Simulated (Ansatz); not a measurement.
KRb₂TlF₆:
```
KRb2TlF6
1.0
    0.00000     4.63918     4.63918
    4.63918     0.00000     4.63918
    4.63918     4.63918     0.00000
K Rb Tl F
1 2 1 6
Direct
  0.50000   0.50000   0.50000
  0.75000   0.75000   0.75000
  0.25000   0.25000   0.25000
  0.00000   0.00000   0.00000
  0.76746   0.23254   0.23254
  0.23254   0.76746   0.76746
  0.23254   0.76746   0.23254
  0.76746   0.23254   0.76746
  0.23254   0.23254   0.76746
  0.76746   0.76746   0.23254
```

r²SCAN in the plane-wave PAW code Ansatz gives a gap of 4.50 eV without spin–orbit coupling, maximum at L, minimum at Γ.

What happens when spin–orbit coupling is switched on?

The gap falls by 0.03 eV, to 4.47 eV; maximum at L, minimum at Γ.

Give the electron effective mass with spin–orbit coupling.

0.76 mₑ (isotropic).

Space group Fm-3m. The first step of the workflow began from a Materials Project structure, measured or hypothetical; the Crystallography Open Database copy checked does not list it. Whether it is the stable phase at ambient conditions was not checked. The cell was relaxed with r²SCAN under the symmetry of its start; its stability against distortions is not shown here.

Potentials: the later of the program's two PAW sets.
